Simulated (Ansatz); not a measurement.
## Lattice vibrations of TiGe at Γ

Theory: DFT PBEsol, scalar-relativistic, plane waves, PAW in Ansatz 0.2.0. Cutoff 420 eV, 10×10×10 k-points (Γ-centred), Fermi-Dirac smearing of 0.15 eV. No spin polarisation. Phonons by linear response, acoustic sum rule imposed.

The cell is fixed (symmetry leaves no force on the atoms) and stands under 0.0 GPa:
```
CELL_PARAMETERS angstrom
0.00000 2.88010 2.88010
2.88010 0.00000 2.88010
2.88010 2.88010 0.00000
ATOMIC_POSITIONS crystal
Ti 0.00000 0.00000 0.00000
Ge 0.25000 0.25000 0.25000
```

The cell is the ideal cubic zincblende prototype; whether it is the stable structure of this composition wasn't checked.

Optical modes at Γ; i marks an imaginary frequency:
```tsv
frequency (meV)	degeneracy
31.8	3
```

All 3 optical modes at Γ are real: no displacement of atoms at fixed cell lowers the energy to second order. Strains and modes at other wave vectors aren't tested by this run.

Cost: 1 run of about 0.56 core-minutes, on Arm Neoverse V1 (shared hosts).